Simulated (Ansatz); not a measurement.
A crystal relaxed with r2SCAN in Ansatz has space group Pmm2 (No. 25) and a = 3.516 Å, b = 7.100 Å, c = 5.031 Å.

```tsv
atom	site	x	y	z
B	2g	0.0000	0.7656	0.9998
As	2h	0.5000	0.7754	0.2334
B	1c	0.5000	0.0000	0.4939
As	1a	0.0000	0.0000	0.7334
Xx	1d	0.5000	0.5000	0.4998
As	1b	0.0000	0.5000	0.8063
```

r2SCAN gives an indirect gap of 0.69 eV, from Γ to Γ–Z (0.35 of the way from Γ); the least direct gap is 0.78 eV at Γ. The HSE06 gap is indirect, 1.12 eV (Γ to Γ–Z (0.35 of the way from Γ)), below the direct gap of 1.21 eV at Γ. PBE gives an indirect gap of 0.46 eV, from Γ to Γ–Z (0.33 of the way from Γ); the least direct gap is 0.53 eV at Γ. Meshes: r2SCAN 8×4×6, HSE06 4×2×4, PBE 8×4×6.

Problem. Which element is Xx?
A. Al
B. Tl
C. Ga
D. In

Solution. C. Xx is Ga: GaB₃As₄ as one 8-atom ordering (Pmm2) on the zincblende lattice. Around B lie 4 As at 2.12–2.14 Å; around As lie 3 B at 2.06–2.12 Å and 1 Ga at 2.37 Å; around B lie 4 As at 2.06–2.13 Å; around As lie 4 B at 2.13–2.14 Å; around Ga lie 4 As at 2.34–2.37 Å; around As lie 2 B at 2.12 Å and 2 Ga at 2.34 Å.

The cell comes from a prototype generator: it can be a known phase or a hypothetical one. Spin polarisation is off.

Spin-orbit coupling is left out.

Where an edge lies off the special points, it is a point of the mesh or the k point where a search put PBE's edge or least direct gap, reused for the other functionals, whose own edges may lie a little apart; PBE's own value is read along its path and can be a few hundredths of an eV high.

The meshes of the hybrids are coarse, so their gaps aren't converged to the digits shown.
